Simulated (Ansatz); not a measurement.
Input:

AlOs:
Space group Pm-3m (No. 221); a = 2.9727 Å, b = 2.9727 Å, c = 2.9727 Å, α = 90.00°, β = 90.00°, γ = 90.00°

```
atom  site  symmetry       x       y       z
----  ----  --------  ------  ------  ------
Al      1a      m-3m  0.0000  0.0000  0.0000
Os      1b      m-3m  0.5000  0.5000  0.5000
```

This is the LDA-relaxed structure.

Task: All from LDA (plane waves, PAW; program Ansatz), unless another level is named. Estimate the Hill bulk and shear moduli.

Result: 263 and 135 GPa.

Task: Give the highest zone-centre frequency.

Result: 330 cm^-1.

The first step of the workflow began from a Materials Project structure, measured or hypothetical; the Crystallography Open Database copy checked does not list it. With Al and Os taken as one species the cell has the higher symmetry Im-3m, so it may be an ordered model of a mixed-site phase. Whether it is the stable phase at ambient conditions was not checked. The cell was relaxed with LDA under the symmetry of its start; of distortions, only those at the zone centre were tested. The run is not spin-polarised. As this level gives no gap, shear constants depend on the k-mesh and smearing (Fermi–Dirac, 0.1 eV here). As this level gives no gap, phonon frequencies hold no LO–TO term and depend on the k-mesh and smearing (Fermi–Dirac, 0.1 eV here). Spin–orbit coupling is left out wherever it is not named.

Potentials: the later of the program's two PAW sets.
